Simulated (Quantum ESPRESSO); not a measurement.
# BSi3C4: input and log of a self-consistent run

A calculation, not a measurement. The program is pw.x of Quantum ESPRESSO 7.5 (plane-wave density functional theory). The cell is made up: 8 atoms on a zincblende/diamond lattice, with randomly drawn elements, strain and displacements, not relaxed. PseudoDojo standard norm-conserving files (v0.5 for PBE, v0.4.1 for LDA and PBEsol) set the functional; there is no spin polarisation, spin-orbit coupling or dispersion term, and the masses in the input are unused placeholders. A spin-polarised start on this cell or one of its family kept no moment.

Input:

```
&control calculation='scf', pseudo_dir='./dojo.nc.sr.pbe.v0_5.standard.upf', outdir='./o', disk_io='low', tprnfor=.true., tstress=.true. /
&system ibrav=0, nat=8, ntyp=3, nbnd=26, ecutwfc=82.02448710, nosym=.true., tot_charge=0,
 occupations='smearing', smearing='fd', degauss=0.0073498644
/
&electrons conv_thr=7.350e-09, electron_maxstep=60, /
ATOMIC_SPECIES
B 1.0 B.upf
C 1.0 C.upf
Si 1.0 Si.upf
CELL_PARAMETERS angstrom
4.3311 -0.0127 0.004
-0.0127 4.2406 -0.0482
0.004 -0.0482 4.3408
ATOMIC_POSITIONS angstrom
B -0.1946 0.0057 -0.0907
Si -0.0288 2.1455 2.0369
Si 2.2558 0.0485 2.1631
Si 2.0787 2.009 0.0668
C 1.1688 1.0057 1.0815
C 1.0168 3.1649 3.2598
C 3.2707 1.2493 3.381
C 3.2433 3.2357 1.1752
K_POINTS automatic
6 6 6 1 1 1
```

The log is shortened where brackets say so; the opening notice, blank lines, dates and the lines on written files are dropped, and the path of the files is cut. It prints rydbergs, bohrs and kilobars, and counts compression as positive stress.

```
     Program PWSCF v.7.5
     Parallel version (MPI & OpenMP), running on       4 processor cores
     Number of MPI processes:                 4
     Threads/MPI process:                     1
     [start-up lines left out]
     bravais-lattice index     =            0
     lattice parameter (alat)  =       8.1846  a.u.
     unit-cell volume          =     537.9389 (a.u.)^3
     number of atoms/cell      =            8
     number of atomic types    =            3
     number of electrons       =        31.00
     number of Kohn-Sham states=           26
     kinetic-energy cutoff     =      82.0245  Ry
     charge density cutoff     =     328.0979  Ry
     scf convergence threshold =      7.3E-09
     mixing beta               =       0.7000
     number of iterations used =            8  plain     mixing
     Exchange-correlation= PBE
                           (   1   4   3   4   0   0   0)
     [axes and pseudopotential details left out]
   Cartesian axes
     site n.     atom                  positions (alat units)
         1        B      tau(   1) = (  -0.0449306   0.0013161  -0.0209415  )
         2        Si     tau(   2) = (  -0.0066495   0.4953684   0.4702940  )
         3        Si     tau(   3) = (   0.5208352   0.0111980   0.4994320  )
         4        Si     tau(   4) = (   0.4799451   0.4638523   0.0154233  )
         5        C      tau(   5) = (   0.2698609   0.2322032   0.2497044  )
         6        C      tau(   6) = (   0.2347660   0.7307347   0.7526459  )
         7        C      tau(   7) = (   0.7551626   0.2884473   0.7806294  )
         8        C      tau(   8) = (   0.7488362   0.7470815   0.2713386  )
     number of k points=   108  Fermi-Dirac smearing, width (Ry)=  0.0073
     Number of k-points >= 100: set verbosity='high' to print them.
     Dense  grid:    54005 G-vectors     FFT dimensions: (  48,  48,  48)
     Estimated max dynamical RAM per process >     133.22 MB
     Estimated total dynamical RAM >     493.31 MB
     Initial potential from superposition of free atoms
     starting charge      30.9977, renormalised to      31.0000
     Starting wfcs are   32 randomized atomic wfcs
     total cpu time spent up to now is        2.7 secs
     per-process dynamical memory:   114.3 Mb
     Self-consistent Calculation
     iteration #  1     ecut=    82.02 Ry     beta= 0.70
     Davidson diagonalization with overlap
     ethr =  1.00E-02,  avg # of iterations =  4.0
     total cpu time spent up to now is        8.1 secs
     total energy              =     -78.76056040 Ry
     estimated scf accuracy    <       1.35874586 Ry
     iteration #  2     ecut=    82.02 Ry     beta= 0.70
     Davidson diagonalization with overlap
     ethr =  4.38E-03,  avg # of iterations =  2.0
     total cpu time spent up to now is       12.1 secs
     total energy              =     -79.12759866 Ry
     estimated scf accuracy    <       0.59475221 Ry
     iteration #  3     ecut=    82.02 Ry     beta= 0.70
     Davidson diagonalization with overlap
     ethr =  1.92E-03,  avg # of iterations =  1.6
     total cpu time spent up to now is       15.4 secs
     total energy              =     -79.22552778 Ry
     estimated scf accuracy    <       0.03219542 Ry
     iteration #  4     ecut=    82.02 Ry     beta= 0.70
     Davidson diagonalization with overlap
     ethr =  1.04E-04,  avg # of iterations =  7.1
     total cpu time spent up to now is       21.0 secs
     total energy              =     -79.23760280 Ry
     estimated scf accuracy    <       0.00811666 Ry
     iteration #  5     ecut=    82.02 Ry     beta= 0.70
     Davidson diagonalization with overlap
     ethr =  2.62E-05,  avg # of iterations =  4.5
     total cpu time spent up to now is       25.6 secs
     total energy              =     -79.23905986 Ry
     estimated scf accuracy    <       0.00309497 Ry
     [iterations 6 to 7 left out]
     iteration #  8     ecut=    82.02 Ry     beta= 0.70
     Davidson diagonalization with overlap
     ethr =  9.82E-08,  avg # of iterations =  2.0
     total cpu time spent up to now is       38.1 secs
     total energy              =     -79.23958462 Ry
     estimated scf accuracy    <       0.00000490 Ry
     iteration #  9     ecut=    82.02 Ry     beta= 0.70
     Davidson diagonalization with overlap
     ethr =  1.58E-08,  avg # of iterations =  2.0
     total cpu time spent up to now is       41.7 secs
     total energy              =     -79.23958563 Ry
     estimated scf accuracy    <       0.00000086 Ry
     iteration # 10     ecut=    82.02 Ry     beta= 0.70
     Davidson diagonalization with overlap
     ethr =  2.79E-09,  avg # of iterations =  2.0
     total cpu time spent up to now is       45.2 secs
     total energy              =     -79.23958573 Ry
     estimated scf accuracy    <       0.00000018 Ry
     iteration # 11     ecut=    82.02 Ry     beta= 0.70
     Davidson diagonalization with overlap
     ethr =  5.83E-10,  avg # of iterations =  2.0
     total cpu time spent up to now is       49.1 secs
     total energy              =     -79.23958577 Ry
     estimated scf accuracy    <       0.00000001 Ry
     iteration # 12     ecut=    82.02 Ry     beta= 0.70
     Davidson diagonalization with overlap
     ethr =  4.51E-11,  avg # of iterations =  2.4
     total cpu time spent up to now is       53.2 secs
     End of self-consistent calculation
     Number of k-points >= 100: set verbosity='high' to print the bands.
     the Fermi energy is     8.5936 ev
!    total energy              =     -79.23958577 Ry
     estimated scf accuracy    <          1.7E-09 Ry
     smearing contrib. (-TS)   =      -0.00483375 Ry
     internal energy E=F+TS    =     -79.23475202 Ry
     The total energy is F=E-TS. E is the sum of the following terms:
     one-electron contribution =      20.56401116 Ry
     hartree contribution      =       8.82084310 Ry
     xc contribution           =     -29.07727610 Ry
     ewald contribution        =     -79.54233018 Ry
     convergence has been achieved in  12 iterations
     Forces acting on atoms (cartesian axes, Ry/au):
     atom    1 type  1   force =     0.05919826   -0.01194332    0.01206586
     atom    2 type  3   force =     0.06402125   -0.03678906    0.08553147
     atom    3 type  3   force =    -0.08800074   -0.00147965    0.12109778
     atom    4 type  3   force =    -0.00001925    0.21207869   -0.06794590
     atom    5 type  2   force =    -0.15735974   -0.04217106    0.05486901
     atom    6 type  2   force =    -0.01241793    0.06554191    0.05398349
     atom    7 type  2   force =     0.09703083   -0.19395112   -0.07258623
     atom    8 type  2   force =     0.03754732    0.00871361   -0.18701547
     Total force =     0.462863     Total SCF correction =     0.000049
     Computing stress (Cartesian axis) and pressure
          total   stress  (Ry/bohr**3)                   (kbar)     P=       15.85
   0.00020561  -0.00025263  -0.00035649           30.25      -37.16      -52.44
  -0.00025263   0.00007329   0.00013281          -37.16       10.78       19.54
  -0.00035649   0.00013281   0.00004442          -52.44       19.54        6.53
     init_run     :      2.51s CPU      2.62s WALL (       1 calls)
     electrons    :     50.10s CPU     50.51s WALL (       1 calls)
     forces       :      0.59s CPU      0.60s WALL (       1 calls)
     stress       :      2.15s CPU      2.16s WALL (       1 calls)
     [timing details left out]
     PWSCF        :     55.44s CPU     56.00s WALL
     JOB DONE.
```

In other units: free energy -1078.109 eV for the cell, pressure 1.59 GPa, largest force component 5.453 eV/Å. A rerun of this cell at 1347 eV and a 8 x 8 x 8 mesh moved values by no more than 0.004 eV in energy, 0.11 GPa in stress and 0.011 eV/Å in force.